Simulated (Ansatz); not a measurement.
SiO2:
```xyz
6
Lattice="2.8214 0.0000 0.0000 0.0000 2.8214 0.0000 0.0000 0.0000 8.5883" Properties=species:S:1:pos:R:3 pbc="T T T"
Si     0.0000     0.0000     0.0000
Si     1.4107     1.4107     4.2942
O      0.0000     1.4107     0.8536
O      0.0000     1.4107     5.1478
O      1.4107     0.0000     3.4405
O      1.4107     0.0000     7.7347
```

Relaxed with PBEsol. 

Q: HSE06 on this cell (Ansatz, an electronic-structure program, PAW) gives a gap of 7.04 eV. What does PBEsol give?

A: 5.03 eV.

Cost on shared cores: the PBEsol run (SCF on a 10×10×4 mesh, then bands and DOS) about 50 core-seconds (a rough figure), the HSE06 run (SCF on 6×6×2, then a few points) about 70 core-seconds (a rough figure); the tasks are unlike.

Space group P4_2/nmc. A made-up cell: these elements were put on the sites of a structure type; neither database checked (COD, Materials Project) lists it. It is not the phase usual at ambient conditions (space group No. 92, 152, 154). Symmetry was held in the PBEsol relaxation; of distortions, only those at the zone centre were tested.

Potentials: the later of the program's two PAW sets.

Ansatz is a plane-wave DFT program.
